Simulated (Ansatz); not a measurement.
## Orbital-resolved density of states of CdS

```yaml
crystal:
  lattice:
    - [4.13480, 0.00000, 0.00000]
    - [-2.06740, 3.58084, 0.00000]
    - [0.00000, 0.00000, 6.74900]
  atoms:
    - { symbol: Cd, position: [0.33333, 0.66667, 0.00000] }
    - { symbol: Cd, position: [0.66667, 0.33333, 0.50000] }
    - { symbol: S, position: [0.33333, 0.66667, 0.38500] }
    - { symbol: S, position: [0.66667, 0.33333, 0.88500] }
```

Atoms are numbered in the order listed.

The cell is COD entry 9008862, as deposited and not checked against the literature; nothing was relaxed. It differs from other determinations.

Theory: Ansatz 0.2.0, DFT, PBE, all-electron LAPW, scalar-relativistic.

The runs use a Γ-centred 8×8×4 k mesh, Fermi–Dirac smearing of 0.02 eV, basis error target 1 meV/atom, no spin polarisation.

States per eV for one atom of each kind, in 0.4 eV bins named by their centres, from the valence-band top, projected on a minimal set of Löwdin-orthogonalised atomic shells; orbitals are real harmonics on the Cartesian axes, equal curves share a column, and empty bins are left out, as is all above 6.3 eV, near the top of the computed bands.

Cd1 4d:

```
# E all dz2 dxz=dyz dx2-y2=dxy
-12.1 0.14 0.04 0.01 0.03
-11.7 0.25 0.07 0.03 0.06
-7.7 6.79 1.72 0.92 1.62
-7.3 13.49 1.96 3.45 2.32
-6.9 3.07 0.88 0.42 0.68
-6.5 0.37 0.11 0.05 0.09
-4.1 0.04 0.01 0.01 0.01
-3.7 0.08 0.02 0.02 0.02
-3.3 0.05 0.01 0.01 0.01
-2.9 0.04 0.01 0.01 0.01
-2.5 0.05 0.01 0.01 0.01
-2.1 0.08 0.02 0.01 0.02
-1.7 0.10 0.02 0.01 0.03
-1.3 0.15 0.05 0.02 0.03
-0.9 0.15 0.04 0.02 0.03
-0.5 0.08 0.02 0.01 0.02
-0.1 0.02 0.00 0.00 0.00
5.5 0.01 0.00 0.00 0.00
```

S3 3p:

```
# E all pz px=py
-7.7 0.48 0.12 0.18
-7.3 0.29 0.11 0.09
-6.9 0.05 0.02 0.02
-4.1 0.86 0.20 0.33
-3.7 1.13 0.42 0.36
-3.3 0.48 0.15 0.16
-2.9 0.38 0.11 0.14
-2.5 0.85 0.30 0.27
-2.1 1.32 0.46 0.43
-1.7 1.61 0.37 0.62
-1.3 2.26 0.93 0.67
-0.9 2.13 0.81 0.66
-0.5 0.96 0.32 0.32
-0.1 0.19 0.05 0.07
2.3 0.02 0.01 0.01
2.7 0.04 0.01 0.01
3.1 0.08 0.03 0.03
3.5 0.21 0.06 0.08
3.9 0.31 0.10 0.10
4.3 0.29 0.09 0.10
4.7 0.11 0.03 0.04
5.1 0.04 0.01 0.02
5.5 0.24 0.08 0.08
5.9 0.11 0.03 0.04
```

Cd1 5s:

```
# E all
-12.1 0.32
-11.7 0.08
-7.7 0.02
-7.3 0.05
-6.9 0.06
-4.1 0.41
-3.7 0.47
-3.3 0.16
-2.9 0.09
-2.5 0.07
-2.1 0.05
-1.7 0.04
-1.3 0.03
-0.9 0.01
1.9 0.02
2.3 0.04
2.7 0.08
3.1 0.20
3.5 0.49
3.9 0.64
4.3 0.54
4.7 0.19
5.1 0.06
5.5 0.28
5.9 0.12
```

S3 3s:

```
# E all
-12.5 0.01
-12.1 1.93
-11.7 2.24
-7.3 0.03
-6.9 0.22
-6.5 0.04
-4.1 0.01
-3.7 0.06
-3.3 0.04
-2.9 0.03
-2.5 0.03
-2.1 0.02
-1.7 0.01
-1.3 0.01
-0.9 0.01
1.9 0.01
2.3 0.01
2.7 0.02
3.1 0.04
3.5 0.07
3.9 0.06
4.3 0.03
5.5 0.01
```
